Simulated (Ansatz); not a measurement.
According to the program Ansatz at the r²SCAN level (PAW), PtC in the zinc blende structure (F-43m) relaxes to a = 4.696 Å. Pt has 4 nearest neighbours from 2.03 Å (tetrahedral); C has 4 nearest neighbours from 2.03 Å (tetrahedral). Its formation energy from the elements is 0.89 eV/atom, with no fitted shifts.

Electronic character: metallic (no gap). Gap from r²SCAN with spin–orbit coupling: none (metallic).

An equation-of-state fit gives a bulk modulus of 233 GPa. The relaxed-ion elastic constants in GPa are C11 = 264, C12 = 219, C44 = 45.4. The elastic constants imply a Debye temperature near 232 K.

The start of the workflow was typed in or built on a structure type; neither database checked (COD, Materials Project) lists it. Its standing as an ambient phase is unchecked. The cell was relaxed with r²SCAN under the symmetry of its start; its stability against distortions is not shown here. No spin polarisation was allowed. Its formation energy is positive at this level, so the cell may be metastable or incomplete. As this level gives no gap, shear constants depend on the k-mesh and smearing (Fermi–Dirac, 0.1 eV here). The references are the lowest solids computed at this level, not always the standard phases. Spin–orbit coupling is left out wherever it is not named.

Potentials: the earlier of the program's two PAW sets.
